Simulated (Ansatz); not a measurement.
Computed properties of Cr₂C

Cr₂C:
```yaml
crystal:
  lattice:
    - [3.07700, 0.00000, 0.00000]
    - [0.00000, 3.07700, 0.00000]
    - [0.00000, 0.00000, 5.62567]
  atoms:
    - { symbol: Cr, position: [0.00000, 0.00000, 0.00000] }
    - { symbol: Cr, position: [0.50000, 0.50000, 0.00000] }
    - { symbol: Cr, position: [0.50000, 0.00000, 0.35568] }
    - { symbol: Cr, position: [0.00000, 0.50000, 0.64432] }
    - { symbol: C, position: [0.50000, 0.00000, 0.71706] }
    - { symbol: C, position: [0.00000, 0.50000, 0.28294] }
```

Space group P4/nmm (No. 129); conventional cell a = 3.077 Å, b = 3.077 Å, c = 5.626 Å, α = 90.00°, β = 90.00°, γ = 90.00°.

Method: PBEsol (plane waves, PAW; program Ansatz). Geometry: relaxed at this level of theory. Other levels are named where they apply.

**Cell and energy**

| Item | Value |
|---|---|
| Volume per atom | 8.88 Å³ |
| Density | 7.23 g/cm³ |
| Formation energy from the elements (no fitted shifts) | 0.14 eV/atom |

**Electronic structure**

| Item | Value |
|---|---|
| Electronic character | metallic (no gap) |
| Density of states at the Fermi level | 0.79 states/eV per atom (mean over ±0.08 eV) |

**Magnetism**

| Property | Value |
|---|---|
| Magnetic order | non-magnetic (starting moments vanished) |

**Mechanics**

| Quantity | Value |
|---|---|
| Bulk modulus (Birch–Murnaghan fit) | 334 GPa |
| Pressure derivative B′ | 4.2 |

**Phonons**

| Quantity | Result |
|---|---|
| Highest zone-centre frequency | 576 cm⁻¹ |
| Zone-centre stability | no imaginary mode at Γ |

A made-up cell: these elements were put on the sites of a structure type; neither database checked (COD, Materials Project) lists it. Its standing as an ambient phase is unchecked. Symmetry was held in the PBEsol relaxation. The workflow began spin-polarised and lost its moments. As this level gives no gap, phonon frequencies hold no LO–TO term and depend on the k-mesh and smearing (Fermi–Dirac, 0.1 eV here). The references are the lowest solids computed at this level, not always the standard phases.

Potentials: the later of the program's two PAW sets.
